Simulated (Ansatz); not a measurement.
CaGe₂N₃: rattling a relaxed structure

It was reached by relaxing an invented guess, and it needn't be the stable form of this composition.

Computed with DFT PBE, scalar-relativistic, plane waves, PAW in Ansatz. Settings: cutoff 420 eV, Γ-centred mesh 6×6×6 on the computed 12-atom cell, Gaussian smearing of 0.10 eV; no spin polarisation.

The cell below (12 atoms, space group Cmc2_1 (No. 36)) is relaxed within its symmetry.

```yaml
crystal:
  lattice:
    - [5.15746, -3.16609, 0.00000]
    - [5.15746, 3.16609, 0.00000]
    - [0.00000, 0.00000, 5.11447]
  atoms:
    - { symbol: Ca, position: [0.82187, 0.17813, 0.52638] }
    - { symbol: Ca, position: [0.17813, 0.82187, 0.02638] }
    - { symbol: Ge, position: [0.50770, 0.83128, 0.50825] }
    - { symbol: Ge, position: [0.83128, 0.50770, 0.00825] }
    - { symbol: Ge, position: [0.49230, 0.16872, 0.00825] }
    - { symbol: Ge, position: [0.16872, 0.49230, 0.50825] }
    - { symbol: N, position: [0.83884, 0.56425, 0.63612] }
    - { symbol: N, position: [0.43575, 0.16116, 0.63612] }
    - { symbol: N, position: [0.20625, 0.79375, 0.52888] }
    - { symbol: N, position: [0.56425, 0.83884, 0.13612] }
    - { symbol: N, position: [0.16116, 0.43575, 0.13612] }
    - { symbol: N, position: [0.79375, 0.20625, 0.02888] }
```

For the test it was strained at random (σ = 1.5 % a component), the atoms were moved at random (σ = 0.15 Å), and all was relaxed again on a coarse 4×4×4 mesh (in the run’s order of axes) with 0.20 eV smearing, with no symmetry imposed.

Question: What happens?

Answer: It doesn't return. The energy falls by 60 meV/atom on that mesh, the volume changes by -2.0 %, and the end has space group P1 (No. 1) at a loose tolerance. Relaxed again on an 8×8×6 mesh with 0.01 eV smearing, the new structure lies 60 meV/atom below the first (mesh in the axes of the run's cell; the cell below is made exact in the group named). Space group P1 (No. 1), triclinic, a = 5.228 Å, b = 5.473 Å, c = 6.291 Å, α = 65.6°, β = 87.2°, γ = 89.2°. Around Ca on its first site lie 4 N at 2.30–2.52 Å, 1 N at 2.73 Å and 3 Ge at 3.02–3.12 Å; around Ca on its second site lie 4 N at 2.40–2.64 Å, 2 N at 2.84–2.98 Å, 8 Ge at 3.20–3.41 Å and 1 Ca at 3.37 Å; around Ge on its first site lie 3 N at 1.94–2.07 Å, 1 N at 2.62 Å, 3 Ca at 3.02–3.22 Å and 2 Ge at 3.10–3.25 Å; N on its first site has 2 Ge at 1.80 Å and 1 Ca at 2.42 Å; 8 more sites not described.

```
Ca Ge N
1.0
     5.22830    0.00000    0.00000
     0.07725    5.47239    0.00000
     0.30251    2.59854    5.72104
Ca Ge N
2 4 6
Direct
  0.52762 0.00999 0.79961
  0.02870 0.96897 0.17322
  0.51178 0.72032 0.48294
  0.99864 0.64210 0.84227
  0.99459 0.33592 0.49094
  0.50558 0.33435 0.18238
  0.66536 0.55124 0.91055
  0.63711 0.38813 0.44157
  0.48557 0.99967 0.16944
  0.13351 0.59989 0.57249
  0.15028 0.43611 0.17180
  0.04927 0.01330 0.76279
```
